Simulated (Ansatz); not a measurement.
The relaxed structure here is a generated cell of ZrO2: the first start was made by placing the elements on the sites of a structure type, and the end was not matched to a known phase here, so it may be hypothetical. Known forms of ZrO2 include space group No. 14, 137, 225.

The end point of a relaxation of ZrO$_{2}$. Space group Fd-3m (No. 227), AFLOW prototype A2B_cF24_227_c_a (C9, as in SiO2). All values below come from PBE (plane waves to 420 eV, PAW, scalar-relativistic; Ansatz, a program for electronic structure).

Space group Fd-3m, origin choice 1 (No. 227); a = b = c = 9.079 Å, α = β = γ = 90.00°

```csv
atom,site,symmetry,x,y,z
O,16d,.-3m,0.6250,0.6250,0.6250
Zr,8b,-43m,0.5000,0.5000,0.5000
```
(The calculation used a cell of 6 atoms; values per cell refer to that cell.)

Q: Predict the band gap from PBE.

A: 4.70 eV, direct (no spin-orbit coupling).

No spin polarisation in the result.

The run could not lose the symmetry of its start, so the end can be a saddle point.

All atoms sit on sites fixed by symmetry, so only the cell could relax.
